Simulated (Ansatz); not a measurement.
ScAl$_{2}$ (MoSi2 or CaC2 type, space group No. 139), plane-wave PAW r²SCAN (Ansatz code), all energies at zero smearing, with the estimated change up to a 700 eV cutoff added, with one set of potentials and settings (totals compare only within such a set). Cell of 3 atoms (1 Sc, 2 Al): -3222.200 eV.

```tsv
element	reference phase	E (eV/atom)
Sc	P6_3/mmc, 2 atoms in the cell	-2140.5631
Al	Fm-3m, 1 atoms in the cell	-540.4106
```

Formation energy per atom, worked out: (-3222.200 − 1×(-2140.5631) − 2×(-540.4106))/3 = -0.272 eV/atom (-26 kJ per mol of atoms), at 0 K, without zero-point energy or fitted corrections.

Space group I4/mmm (MoSi2 or CaC2 type). The cell is a constructed one: a structure type filled with these elements; neither database checked (COD, Materials Project) lists it. Its standing as an ambient phase is unchecked. The cell was relaxed with r²SCAN under the symmetry of its start; its stability against distortions is not shown here. The run is not spin-polarised. The references are the lowest solids computed at this level, not always the standard phases.

Potentials: the earlier of the program's two PAW sets.
